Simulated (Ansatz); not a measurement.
Compressing Ti3O5: a fit and a missing row

Ti3O5, C2/c, a = 10.056 Å, b = 4.999 Å, c = 7.174 Å, β = 112.2°. The structure is a COD entry; whether it is the stable form wasn't checked. Ansatz: PBEsol, PAW, 420 eV, Γ-centred 8×8×6 mesh on 16 atoms, Gaussian smearing 0.10 eV; no spin polarisation. Shape and atoms are relaxed at each volume; pressure is positive in compression.

```tsv
V (Å³/atom)	P (GPa)
9.183	?
9.496	22.14
9.809	13.93
10.122	6.53
10.435	-0.01
10.748	-5.72
11.061	-10.62
11.479	-15.92
```

**Question.** Take V0 = 10.435 Å³/atom, count pressures from its P0 = -0.01 GPa, fit the third-order Birch–Murnaghan form to the other rows, and predict the missing pressure.

**Answer.** With the Eulerian strain f = ½[(V0/V)^(2/3) − 1] and y = (P − P0)/[3f(1 + 2f)^(5/2)], the form is the line y = B0 + 1.5 B0 (B0′ − 4) f. Rows (f, y): 0.03244, 194.5; 0.02105, 199.1; 0.01026, 202.0; -0.00975, 205.1; -0.01905, 204.6; -0.03080, 201.8. Means f = 0.0006917, y = 201.18; Σ(Δf)² = 0.003004, ΣΔfΔy = -0.3746; the slope is their ratio. y = 201.3 − 124.7 f GPa, so B0 = 201.3 GPa and B0′ = 4 + 2 × (-124.7)/(3 × 201.3) = 3.59. At V = 9.183, f = 0.04447, y = 195.75 and P = 32.31 GPa. The run gave 31.21 GPa, so the fit is 1.10 GPa too high, 2.3 % of the span of the series, against an rms of 0.17 GPa on the fitted rows. The row lies outside the fitted range. The points of y bend away from a line: a fourth-order term fitted to them gives P = 30.93 GPa at this row's volume (the line 32.31, the run 31.21).

Spin polarisation was left out, and a magnetic state may lie lower.

Cost: 8 runs of about 73 core-minutes in all, on Oxide Virtual Turin-like Processor (Zen 5) (shared hosts).